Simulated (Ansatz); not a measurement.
Relaxed ZnS (zinc blende):

```
CELL_PARAMETERS angstrom
      0.00000     2.72175     2.72175
      2.72175     0.00000     2.72175
      2.72175     2.72175     0.00000
ATOMIC_POSITIONS crystal
  S  0.75000 0.75000 0.75000
  Zn 0.00000 0.00000 0.00000
```

The atoms are displaced by Q × the pattern below (from a DFPT mode at Γ, largest move 1; Q in Å), at fixed cell. It is one choice among 3 degenerate patterns.

| atom | x | y | z |
|---|---|---|---|
| S1 | 0.000 | 0.000 | -1.000 |
| Zn2 | 0.000 | 0.000 | 0.490 |

Computed with PBE (plane waves to 420 eV, PAW, scalar-relativistic; Ansatz, a quantum-chemistry and plane-wave program). k mesh 10×10×10 (Γ-centred), Fermi-Dirac smearing 0.05 eV. The energy includes the smearing's −TS. The PAW data are Ansatz's earlier set. ZnS was relaxed with its symmetry unable to fall. The zero of ΔE is the undisplaced structure.

```
Q (Å)    ΔE (meV/cell)
-------  -------------
-0.1000       withheld
-0.0833           41.1
-0.0667           26.4
-0.0500           14.8
-0.0333            6.6
-0.0167            1.7
0.0000             0.0
0.0167             1.7
0.0333             6.6
0.0500            14.8
0.0667            26.4
0.0833            41.1
0.1000        withheld
```

Question: Fit an even polynomial form (powers 2, 4) to the given rows and predict ΔE at Q = 0.1000.

Answer: Least squares on the 11 given rows: ΔE = (5940)·Q² + (-2405)·Q⁴, in meV/cell with Q in Å; root-mean-square residual 0.03 meV/cell. At 0.1000 the fit gives 59.2 meV/cell; the calculation gives 59.1 meV/cell, so the extrapolation is off by 0.1 (+0.2 %). The quadratic term alone would give 59.4 meV/cell.

(A displaced cell: forces are minus the slopes of the energy, force constants its curvatures, and phonons follow from these.)
